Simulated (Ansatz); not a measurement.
Input:

MoSe₂:
```cif
data_Mo2Se4
_chemical_formula_sum 'Mo2 Se4'
_space_group_name_H-M_alt 'P63/mmc'
_space_group_IT_number 194
_space_group_name_Hall '-P 6c 2c'
_cell_length_a 3.27705
_cell_length_b 3.27705
_cell_length_c 12.73283
_cell_angle_alpha 90.000
_cell_angle_beta 90.000
_cell_angle_gamma 120.000
loop_
_atom_site_label
_atom_site_type_symbol
_atom_site_symmetry_multiplicity
_atom_site_Wyckoff_symbol
_atom_site_fract_x
_atom_site_fract_y
_atom_site_fract_z
_atom_site_occupancy
Mo1 Mo 2 c 0.33333 0.66667 0.25000 1
Se1 Se 4 f 0.66667 0.33333 0.11853 1
```

This is the PBE+D3(BJ)-relaxed structure.

Problem. All from DFT-PBE+D3(BJ) in the program Ansatz with PAW potentials, unless another level is named. Estimate the formation energy from the elements (no fitted shifts).

Solution. -0.68 eV/atom.

Problem. Give the Z2 indices of the occupied bands with spin–orbit coupling.

Solution. 0;(000).

Problem. Give the valence-band maximum.

Solution. at Γ.

Problem. And the weight of the valence-edge state by species (Voronoi cells)?

Solution. Mo 63 %, Se 37 %.

Space group P6_3/mmc. Symmetry was held in the PBE+D3(BJ) relaxation; phonons on a q-mesh show no instability. The run is not spin-polarised. The references are the lowest solids computed at this level, not always the standard phases. Spin–orbit coupling is left out wherever it is not named.

Potentials: the later of the program's two PAW sets.
